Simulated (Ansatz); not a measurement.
Os (hcp, Mg type)

```yaml
crystal:
  lattice:
    - [2.73835, 0.00000, 0.00000]
    - [-1.36917, 2.37148, 0.00000]
    - [0.00000, 0.00000, 4.31593]
  atoms:
    - { symbol: Os, position: [0.33333, 0.66667, 0.75000] }
    - { symbol: Os, position: [0.66667, 0.33333, 0.25000] }
```

E(V) scan at fixed shape, V₀ the volume above. Symmetry pins the atoms to their sites.

Calculation: r2SCAN (plane waves to 500 eV, PAW, scalar-relativistic; Ansatz, a program for electronic structure). k mesh 19×19×11 (Γ-centred), Fermi-Dirac smearing 0.05 eV. Stress and pressure are positive under compression. Os is run without spin polarisation. Os was relaxed with its symmetry unable to fall. Spin-orbit coupling is left out, though Os is heavy.

At one point of the scan the stress tensor (GPa) is:

```
  -31.7      0.0      0.0
    0.0    -31.7      0.0
    0.0      0.0    -34.1
```

Which point is it?
A) V/V₀ = 1.075
B) V/V₀ = 1.025
C) V/V₀ = 1.050
D) V/V₀ = 1.100

D, V/V₀ = 1.100

(A scan under strain: stresses follow from slopes of the energy per volume, elastic moduli from its curvatures.)
